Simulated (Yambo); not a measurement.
G0W0@LDA for MgS (rock salt, space group Fm-3m, No. 225) in Yambo. Reference settings: 6×6×6 Γ-centred k mesh, bands 5 to 80 and a 10 Ry block in the screening, 80 bands in G with the Bruneval-Gonze terminator, plasmon pole fitted at 27.2 eV. The LDA gap Γ → X on this mesh is 2.65 eV; G0W0 gaps are taken between the same points.

Gap (Γ → X) in eV against the number of bands and the screening block, terminator on:

```
bands (W and G)   2 Ry   4 Ry   6 Ry   8 Ry  10 Ry
---------------  -----  -----  -----  -----  -----
18               4.489  4.567  4.606  4.635  4.641
27               4.397  4.508  4.564  4.608  4.620
42               4.350  4.482  4.551  4.610  4.625
62               4.336  4.479  4.557  4.630  4.650
80               4.333  4.477  4.558  4.638  4.660
```

Rough cost of the Yambo step against the reference (shared machines):

| bands (W and G) | 2 Ry | 4 Ry | 6 Ry | 8 Ry | 10 Ry |
|---|---|---|---|---|---|
| 18 | 1/5 | 1/5 | 1/5 | 1/4 | 1/4 |
| 27 | 1/4 | 1/4 | 1/4 | 1/3 | 1/3 |
| 42 | 1/3 | 1/2 | 1/2 | ~1 | ~1 |
| 62 | ~1 | ~1 | ~1 | ~1 | ~1 |
| 80 | ~1 | ~1 | ~1 | ~1 | 1 |

At the largest block the last step in bands moves the gap by 0.010 eV; at the most bands the last step in the block moves it by 0.022 eV.

Geometry relaxed with LDA; primitive cell a = b = c = 3.628 Å, α = β = γ = 60.00°.
